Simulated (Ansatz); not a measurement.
Na₂Au in space group I4/mcm (No. 140; Na on 8h, Au on 4a), plane-wave PAW PBE (Ansatz code), all energies at zero smearing, with the estimated change up to a 700 eV cutoff added, with one set of potentials and settings (totals compare only within such a set). Cell of 6 atoms (4 Na, 2 Au): -32246.027 eV.

```csv
element,reference phase,E (eV/atom)
Na,"P6_3/mmc, 2 atoms in the cell",-1486.4171
Au,"Fm-3m, 1 atoms in the cell",-13149.3277
```

Formation energy per atom, worked out: (-32246.027 − 4×(-1486.4171) − 2×(-13149.3277))/6 = -0.284 eV/atom (-27 kJ per mol of atoms), at 0 K, without zero-point energy or fitted corrections.

The first step of the workflow began from a Materials Project structure, measured or hypothetical; the Crystallography Open Database files this formula in space group No. 140, but the cells were not matched. Its standing as an ambient phase is unchecked. The PBE relaxation kept the symmetry of its start; whether a distortion lowers the energy is not shown. The references are the lowest solids computed at this level, not always the standard phases. Scalar-relativistic: spin–orbit coupling is off unless named, which matters more the heavier the elements.

Potentials: the later of the program's two PAW sets.
